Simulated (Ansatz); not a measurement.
NaTlTe2 as one 4-atom ordering (P-4m2) on the zincblende lattice at its r2SCAN geometry, run in Ansatz at 2 levels of theory. (Calculated; spin-unpolarised; the phase may be known or hypothetical.)

The LDA input:
```yaml
crystal:
  lattice:
    - [4.6345895051, 0.0, 0.0]
    - [0.0, 4.6345895051, 0.0]
    - [0.0, 0.0, 7.4229369334]
  atoms:
    - { symbol: Na, position: [0.0, 0.0, 0.0] }
    - { symbol: Te, position: [0.0, 0.5, 0.2685692974] }
    - { symbol: Tl, position: [0.5, 0.5, 0.5] }
    - { symbol: Te, position: [0.5, 0.0, 0.7314307026] }
kpoints:
  mp_grid: { grid: [6, 6, 4] }
  band_path:
    path:
      - [0.0, 0.0, 0.0]
      - [0.0, 0.5, 0.0]
      - [0.5, 0.5, 0.0]
      - [0.0, 0.0, 0.5]
      - [0.0, 0.5, 0.5]
      - [0.5, 0.5, 0.5]
      - [0.0, 0.140625, 0.0]
    npoints: 1
hamiltonian:
  xc: lda
scf:
  occupations: { method: fermi_dirac, width: 0.02 }
  n_extra_bands: 5
output:
  forces: true
  stress: true
  eigenvalues: true
```

Main results, then, where recorded, the levels near the gap in eV from the Fermi energy (columns number the bands from 0), one row a point of the path (Γ, X, M, Z, R, A, Γ–X (0.28)):
```
Crystal: 4 atoms, lattice volume = 159.440 Å³
Symmetry: 8 space group operations
Space group: P-4m2 (ITA 115)
```
```
Basis set: ecut = 420 eV, 3129 PW (Γ)
Bands: 32, of which v1, the nominal top of the filled ones, is band 27 counted from 1 (26 counted from 0)
k-points: 30 of 144 (time reversal used)
Free energy (F): -26268.762873 eV
Internal energy: -26268.761737 eV  (E = F + TS)
E sigma→0 (E₀):  -26268.762305 eV
Entropy (-TS):   -0.001136 eV (-0.284 meV/atom)
Fermi energy:    3.937199 eV
--- Forces (eV/Å), atoms counted from 1 ---
  atom   1  Na      0.00000      0.00000      0.00000
  atom   2  Te      0.00000      0.00000      0.12762
  atom   3  Tl      0.00000      0.00000      0.00000
  atom   4  Te      0.00000      0.00000    -0.12762
--- Stress (GPa, compression-positive) ---
       -1.483685       0.000000       0.000000
        0.000000      -1.483685       0.000000
        0.000000       0.000000      -1.569555
  P = ⅓ Tr σ = -1.5123 GPa (-15.123 kbar)
```
```tsv
band_24	band_25	band_26	band_27	band_28	band_29
-0.516	-0.124	-0.047	-0.047	2.368	3.691
-1.511	-1.052	-0.084	1.091	4.189	4.719
-1.702	-1.702	-0.967	1.051	2.771	2.771
-1.374	-0.213	-0.213	0.988	2.414	4.241
-1.039	-0.777	-0.082	0.323	3.431	4.342
-1.794	-1.429	-1.422	1.843	3.856	3.856
-0.717	-0.561	-0.046	0.501	2.866	3.825
```

With LDA the gap closes, the bands meeting at Γ.

Q: Another run on the same cell gave
```
Basis set: ecut = 420 eV, 3129 PW (Γ)
Bands: 32, of which v1, the nominal top of the filled ones, is band 27 counted from 1 (26 counted from 0)
k-points: 12 of 32
hybrid outer 1: dexx = +2.020e-2 eV, tail = 1.20e-4 eV
hybrid outer 2: dexx = +2.011e-6 eV, tail = 2.34e-8 eV, Δε = 4.24e-3 eV, ΔF = 1.42e-2 eV/Å
hybrid outer 3: dexx = +3.490e-10 eV, tail = 2.04e-10 eV, Δε = 2.21e-5 eV, ΔF = 4.95e-5 eV/Å
Free energy (F): -26900.164281 eV
Fermi energy:    3.307761 eV
--- Forces (eV/Å), atoms counted from 1 ---
  atom   1  Na      0.00000      0.00000      0.00000
  atom   2  Te      0.00000      0.00000      0.14849
  atom   3  Tl      0.00000      0.00000      0.00000
  atom   4  Te      0.00000      0.00000    -0.14849
--- Stress (GPa, compression-positive) ---
       -0.194900       0.000000       0.000000
        0.000000      -0.194900       0.000000
        0.000000       0.000000      -0.305661
  P = ⅓ Tr σ = -0.2318 GPa (-2.318 kbar)
```
```tsv
band_24	band_25	band_26	band_27	band_28	band_29
-0.400	0.000	0.000	1.322	3.967	5.423
-1.548	-0.927	-0.122	2.613	5.878	6.486
-1.700	-1.700	-1.086	2.552	4.363	4.363
-1.340	-0.193	-0.193	2.453	4.022	5.939
-0.913	-0.782	-0.120	1.761	5.179	6.018
-1.792	-1.589	-1.551	3.450	5.495	5.495
-0.629	-0.448	-0.007	1.884	4.486	5.545
```
Which level of theory and mesh gave it?

A: It is PBE0, judged by the exchange loop and the size of the gap (a near hybrid could fit too), on 4×4×2; the blocks that differ from the first input, but for the band path:
```yaml
kpoints:
  mp_grid: { grid: [4, 4, 2] }
hamiltonian:
  xc: pbe0
scf:
  occupations: { method: fixed }
  n_extra_bands: 5
```
PBE0 gives a direct gap of 1.32 eV at Γ. The mean stress, -0.2 GPa, is small, and the program warns that its thresholds are loose for a hybrid's stress.

The hybrids run on coarser meshes, which limits their stresses and small splittings of levels.

Totals of different functionals can't be compared.

Spin-orbit coupling is left out; in compounds of Pb, Bi, Tl or Hg it can lower a gap by up to about 1 eV, split its edges or invert the bands.

The meshes of the hybrids are coarse, so their gaps aren't converged to the digits shown.
